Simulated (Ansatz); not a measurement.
Ansatz (a quantum-chemistry and plane-wave program) input:

Ansatz 0.2 input:
```yaml
crystal:
  lattice:
    - [3.9851428771, 0.0, 0.0]
    - [0.0, 3.9851428771, 0.0]
    - [0.0, 0.0, 3.9851428771]
  atoms:
    - { symbol: Sr, position: [0.5, 0.5, 0.5] }
    - { symbol: Nb, position: [0.0, 0.0, 0.0] }
    - { symbol: O, position: [0.0, 0.5, 0.0] }
    - { symbol: O, position: [0.5, 0.0, 0.0] }
    - { symbol: O, position: [0.0, 0.0, 0.5] }
kpoints:
  mp_grid: { grid: [10, 10, 10] }
hamiltonian:
  xc: lda
  pseudopotentials: { kind: paw }
scf:
  occupations: { method: fermi_dirac, width: 0.1 }
phonons:
  method: dfpt
  response_accuracy: low
  eigenvectors: true
  rigid_motions: translations
```

Output (shortened):

```
zone centre: on kpoints.mp_grid the ground state, and the responses unless they are solved on pairs of k-points, stand on 216 of the mesh's 1000 k-points, …
Pseudopotentials: kind: paw
Pseudopotential: Sr, paw, valence charge 10
Pseudopotential: Nb, paw, valence charge 13
Pseudopotential: O, paw, valence charge 6
Functional definition: SPW92
Crystal: 5 atoms, lattice volume = 63.290 Å³
Basis set: ecut = 420 eV, 1237 PW (Γ), exchange–correlation on 54×54×54 points (8 copies of the dense FFT grid, shifted against one another)
Bands: 26, of which v1, the nominal top of the filled ones, is band 21 counted from 1 (20 counted from 0)
Symmetry: 48 space group operations
k-points: 216 of 1000 (irreducible under 8 space group operations)
PAW frozen core: Sr, regenerated for the run's functional, and the local potential with it
PAW frozen core: Nb, regenerated for the run's functional, and the local potential with it
PAW frozen core: O, regenerated for the run's functional, and the local potential with it
Initial wavefunctions: pseudopotential atomic-orbital guess
Eigensolver: davidson
Functional: x = slater, c = lda
SCF iter   1: F=—  HF=-9560.110890 eV  |F-HF|=—  |Δ(HF+E_count)|=         —  Δρ=1.70e-2  dr2=1.59e-1  ethr=1.77e-3  ⟨swp⟩=6.9  Hψ=29458  notcnv=0
all-band conjugate gradients solve this SCF's bands
preconditioner: auto → Kerker (q_TF=auto, 2.538 Å⁻¹)
SCF iter   2: F=—  HF=-9560.072333 eV  |F-HF|=—  |Δ(HF+E_count)|=   3.86e-2  Δρ=4.18e-3  dr2=7.54e-3  ethr=3.88e-4  ⟨swp⟩=2.0  Hψ=10305  notcnv=0
SCF iter   3: F=—  HF=-9560.070914 eV  |F-HF|=—  |Δ(HF+E_count)|=   1.42e-3  Δρ=2.34e-3  dr2=3.45e-3  ethr=1.84e-5  ⟨swp⟩=1.5  Hψ=5904  notcnv=0
SCF iter   4: F=—  HF=-9560.069822 eV  |F-HF|=—  |Δ(HF+E_count)|=   1.09e-3  Δρ=5.19e-4  dr2=2.07e-4  ethr=8.41e-6  ⟨swp⟩=2.0  Hψ=7344  notcnv=0
SCF iter   5: F=—  HF=-9560.069770 eV  |F-HF|=—  |Δ(HF+E_count)|=   5.20e-5  Δρ=2.28e-4  dr2=2.91e-5  ethr=5.06e-7  ⟨swp⟩=2.0  Hψ=8396  notcnv=0
SCF iter   6: F=—  HF=-9560.069763 eV  |F-HF|=—  |Δ(HF+E_count)|=   6.08e-6  Δρ=3.90e-5  dr2=8.38e-7  ethr=7.11e-8  ⟨swp⟩=2.1  Hψ=8080  notcnv=0
SCF iter   7: F=—  HF=-9560.069762 eV  |F-HF|=—  |Δ(HF+E_count)|=   1.89e-6  Δρ=8.11e-6  dr2=3.61e-8  ethr=2.04e-9  ⟨swp⟩=2.1  Hψ=8826  notcnv=0
SCF iter   8: F=—  HF=-9560.069762 eV  |F-HF|=—  |Δ(HF+E_count)|=   5.56e-9  Δρ=1.45e-6  dr2=8.90e-10  ethr=8.80e-11  ⟨swp⟩=2.0  Hψ=7940  notcnv=0
SCF iter  10: F=-9560.069762 eV  HF=-9560.069762 eV  |F-HF|=1.82e-12  |Δ(HF+E_count)|=  1.09e-11  Δρ=7.67e-8  dr2=3.38e-12  ethr=1.00e-12  ⟨swp⟩=6.2  Hψ=26925  notcnv=0
SCF 1 converged in 10 iterations: F = -9560.069762 eV  dr2 = 3.38e-12
DFPT response loops at Γ: preconditioner auto → Kerker (q_TF=auto, 2.538 Å⁻¹) (partly filled bands, converged f_vac=0.001) …
SCF converged after 10 iterations
Free energy (F): -9560.069762 eV
Harris-Foulkes:  -9560.069762 eV  (|F-HF|=1.82e-12)
Internal energy: -9560.026363 eV  (E = F + TS)
E sigma→0 (E₀):  -9560.048063 eV
Entropy (-TS):   -0.043398 eV (-8.680 meV/atom)
Fermi energy:    13.804299 eV
--- Per-component energies (eV) ---
  E_band       = -152.788273
  E_kinetic    = 1170.004658
  E_local      = -2405.712797  (includes V_loc(G=0)·N_el)
  E_nonlocal   = 476.650858
  E_hartree    = 764.286304
  E_xc         = -566.778654
  E_vxc        = -658.407055  (∫ρ·V_xc dr)
  E_paw        = -6002.970595  (= ΣΔE_a)
  E_vpaw       = -263.904002  (= ΣTr[D̂ρ^β])
  E_aug_tail   = 0.007500  (compensation charges beyond the density's cutoff)
  E_ewald      = -2996.524232
  E_core_change = 1.010594  (= ΣΔE_core)
  E_smearing   = -0.043398  (= −TS)
  E_closure    = 0.000000  (closes the sum)
  Σ components = -9560.069762   (vs F -9560.069762, Δ=0.00e0)
  [band-id]    e_kinetic+e_local+e_nonlocal+2·e_hartree+e_vxc+e_vpaw+e_augmentation_tail = -152.788230   (vs E_band -152.788273, Δ=4.25e-5)
--- Band table (eV; the first three rows and the last of 216) ---
  k-point 0: bands = ["-42.5979", "-22.4333", "-18.9207", "-18.9207", "-18.9207", "-6.7162", "-6.1594", "-6.1594", "-4.4519", "-4.4519", "-4.4519", "7.9640", "7.9640", "7.9640", "8.9159", "8.9159", "8.9159", "9.7033", "9.7033", "9.7033", "12.5212", "12.5212", "12.5212", "15.3450", "15.3450", "15.5331"]
  k-point 1: bands = ["-42.5977", "-22.4321", "-18.9377", "-18.9200", "-18.9200", "-6.7184", "-6.1561", "-6.1112", "-4.4490", "-4.4490", "-4.3916", "7.8021", "7.9342", "7.9342", "8.7753", "8.7753", "8.8317", "9.3350", "9.6576", "9.6576", "12.5490", "12.8188", "12.8188", "15.4969", "15.5174", "15.7648"]
  k-point 2: bands = ["-42.5970", "-22.4291", "-18.9817", "-18.9183", "-18.9183", "-6.7798", "-6.1474", "-5.9058", "-4.4414", "-4.4414", "-4.2464", "7.2931", "7.8545", "7.8545", "8.4510", "8.4510", "8.6158", "8.6268", "9.5856", "9.5856", "12.6244", "13.5311", "13.5311", "15.9062", "15.9660", "16.3872"]
  k-point 215: bands = ["-42.5900", "-22.3855", "-19.0876", "-19.0876", "-19.0876", "-5.1036", "-5.1036", "-5.1036", "-4.6966", "-4.6966", "-4.6966", "5.4072", "5.4072", "5.9318", "6.1912", "6.1912", "6.1912", "10.0849", "10.0849", "10.0849", "16.6950", "16.6950", "16.6950", "16.7659", "16.7659", "16.7659"]
  band table: 26 of 26 bands, residual norms ≤ 1.0e-3 eV
--- Phonons (Γ-DFPT): 4 representative perturbations + reference, on 216 of 1000 k-points (Σ response iterations 11) ---
  k mesh reduced under 8 symmetry operations, with k and −k counted as one. Each operation leaves every solved displacement unchanged or reverses it
  ASR residual: 9.500e-4 → 0.000e0 eV/Å²; symmetrization residual: 3.294e-5 eV/Å²
  ASR residual per site (eV/Å²): 1.98e-5 9.50e-4 2.20e-4 2.20e-4 2.20e-4
  Γ frequencies (cm⁻¹): 0.00 0.00 0.00 91.90 91.90 91.90 288.95 288.95 288.95 361.74 361.74 361.74 647.87 647.87 647.87
  non-analytic LO–TO correction: not included (Born effective charges unavailable; polar crystals: no LO–TO splitting at Γ)
```

Cost: around 2.5 core-minutes (rough) on shared cores.

Space group Pm-3m (cubic perovskite). The workflow started from a Materials Project entry (that database holds measured and hypothetical structures alike); the Crystallography Open Database copy checked does not list it. COD files the formula under space group No. 62. Whether it is the stable phase at ambient conditions was not checked. The cell was relaxed with LDA under the symmetry of its start; whether a distortion lowers the energy is not shown. The run is not spin-polarised. With an odd number of electrons in the cell and no spin polarisation, the count alone makes it a metal. As this level gives no gap, phonon frequencies hold no LO–TO term and depend on the k-mesh and smearing (Fermi–Dirac, 0.1 eV here). Scalar-relativistic: spin–orbit coupling is off unless named, which matters more the heavier the elements.

Potentials: the later of the program's two PAW sets.

Ansatz is a plane-wave DFT program.
